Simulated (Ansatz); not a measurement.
TlBi2: strain energy, fitted

TlBi2, P6/mmm, a = 5.650 Å, c = 3.321 Å. The structure is a Materials Project entry; whether it is the stable form wasn't checked. Ansatz: PBEsol, PAW, 420 eV, Γ-centred 9×9×12 mesh on 3 atoms, Gaussian smearing 0.10 eV; no spin polarisation. Series: strain along c alone, the other axes held, atoms fixed by symmetry; x is the strain in per cent. y is the free energy over the unstrained cell, V0 = 30.609 Å³/atom.

```
x (%) y (meV/atom)
 -4.5         19.66
 -3.0          7.92
 -1.5          1.76
  0.0          0.00
  1.5          1.84
  3.0             ?
  4.5         15.55
```

Q: Fit y = c2 x² + c3 x³ to the other rows, turn c2 into a modulus, and predict the missing energy.

A: Least squares on the rows shown. y = 0.86375 x² − 0.021787 x³. In eV per unit strain² c2 is 8.637; this is C33 with relaxed ions (E = ½ C33 V0 ε²): 2 × 8.637 × 160.2 / (30.609) = 90 GPa. With a term in x⁴ added, the coefficient of x² becomes 0.7731, 10 % less, which shows how far this figure hangs on the form. At x = 3.0 the fit asked for gives 7.19 meV/atom. The run gave 7.19 meV/atom, the same to the digits shown.

Spin–orbit coupling is left out, which can shift energies with elements as heavy as these.